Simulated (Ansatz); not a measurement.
SnO$_{2}$ (rutile)

```xyz
6
Lattice="4.8276 0.0000 0.0000 0.0000 4.8276 0.0000 0.0000 0.0000 3.2382" Properties=species:S:1:pos:R:3 pbc="T T T"
Sn     0.0000     0.0000     0.0000
Sn     2.4138     2.4138     1.6191
O      1.4800     1.4800     0.0000
O      3.8938     0.9338     1.6191
O      0.9338     3.8938     1.6191
O      3.3475     3.3475     0.0000
```

In this cell atom 5 (O, nearest neighbour Sn at 2.089 Å; its periodic images, 3.2 Å or more away, move with it) is moved by s along Cartesian x, unit vector (1.000, 0.000, 0.000); all other atoms and the cell stay fixed.

Calculation: PBE (plane waves to 420 eV, PAW, scalar-relativistic; Ansatz, an electronic-structure program). k mesh 6×6×8 (Γ-centred), Fermi-Dirac smearing 0.05 eV. Energies are smeared free energies. SnO2 was relaxed with its symmetry unable to fall. ΔE is measured from the undisplaced structure.

Successive frames, forces in eV/Å:

```
frame        ΔE (eV/cell)                F on Sn1                F on Sn2                  F on O3                 F on O4                 F on O5                F on O6
-----------  ------------  ----------------------  ----------------------  -----------------------  ----------------------  ----------------------  ---------------------
s = 0.420 Å         1.152  (1.166, -0.672, 0.000)  (2.438, -3.703, 0.000)  (-0.279, -0.289, 0.000)  (0.797, -0.589, 0.000)  (-5.757, 5.142, 0.000)  (1.634, 0.111, 0.000)
s = 0.336 Å         0.723  (1.053, -0.650, 0.000)  (1.670, -2.415, 0.000)  (-0.201, -0.220, 0.000)  (0.674, -0.522, 0.000)  (-4.476, 3.710, 0.000)  (1.280, 0.098, 0.000)
s = 0.252 Å         0.399  (0.875, -0.579, 0.000)  (1.041, -1.453, 0.000)  (-0.132, -0.153, 0.000)  (0.532, -0.431, 0.000)  (-3.259, 2.535, 0.000)  (0.942, 0.080, 0.000)
s = 0.168 Å         0.174  (0.635, -0.450, 0.000)  (0.559, -0.763, 0.000)  (-0.075, -0.092, 0.000)  (0.372, -0.314, 0.000)  (-2.109, 1.560, 0.000)  (0.617, 0.058, 0.000)
```

What are the energy and the forces in the next frame, s = 0.084 Å?

ΔE (eV/cell) = 0.043.

```
atom      Fx      Fy     Fz
----  ------  ------  -----
Sn1    0.339  -0.258  0.000
Sn2    0.216  -0.294  0.000
O3    -0.030  -0.040  0.000
O4     0.195  -0.170  0.000
O5    -1.023   0.731  0.000
O6     0.304   0.031  0.000
```

(For displaced atoms, the force is minus the slope of the energy, and its curvature is a force constant, which sets phonon frequencies.)
